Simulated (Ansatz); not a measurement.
A geometry of Bi$_{2}$Te$_{3}$ away from equilibrium: step 2 of the relaxation of a generated cell, Bi2Te3 built in the Bi2Te3 structure type. These are r2SCAN (plane waves to 500 eV, PAW, scalar-relativistic; Ansatz, an electronic-structure program) values and carry that method's errors. Γ-centred k-mesh 6×6×6 on the run's cell (coarser than for final values), Fermi–Dirac smearing 0.05 eV. The plane waves were selected for a different cell earlier on the path.

```
Bi2Te3
1.0
    2.24374     1.29542    10.14278
   -2.24374     1.29542    10.14278
    0.00000    -2.59085    10.14278
Bi Te
2 3
Direct
  0.40250   0.40250   0.40250
  0.59750   0.59750   0.59750
  0.00000   0.00000   0.00000
  0.21159   0.21159   0.21159
  0.78841   0.78841   0.78841
```

### Question
What forces act on the atoms (eV/Å)?

### Answer
```
atom    Fx    Fy     Fz
----  ----  ----  -----
Bi1   0.00  0.00  -0.69
Bi2   0.00  0.00   0.69
Te3   0.00  0.00   0.00
Te4   0.00  0.00  -0.27
Te5   0.00  0.00   0.27
```

The path ends in R-3m (No. 166) (AFLOW prototype A2B3_hR5_166_c_ac (C33, as in Bi2Te3)). No spin polarisation in the result.

The run could not lose the symmetry of its start; a randomly shaken copy of 5 atoms returns to this structure.
